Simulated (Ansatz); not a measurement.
VP2 in space group C2/m (No. 12; V on 4i, P on 4i, P on 4i), DFT-PBE in the program Ansatz with PAW potentials, all energies at zero smearing, with the estimated change up to a 700 eV cutoff added, with one set of potentials and settings (totals compare only within such a set). Cell of 6 atoms (2 V, 4 P): -8851.415 eV.

| element | reference phase | E (eV/atom) |
|---|---|---|
| V | Im-3m, 1 atoms in the cell | -2912.4140 |
| P | Cmce, 4 atoms in the cell | -755.6743 |

Formation energy per atom, worked out: (-8851.415 − 2×(-2912.4140) − 4×(-755.6743))/6 = -0.648 eV/atom (-63 kJ per mol of atoms), at 0 K, without zero-point energy or fitted corrections.

The workflow started from a Materials Project entry (that database holds measured and hypothetical structures alike); the Crystallography Open Database copy checked does not list it. Its standing as an ambient phase is unchecked. The PBE relaxation kept the symmetry of its start; its stability against distortions is not shown here. No spin polarisation was allowed. The references are the lowest solids computed at this level, not always the standard phases.

Potentials: the later of the program's two PAW sets.
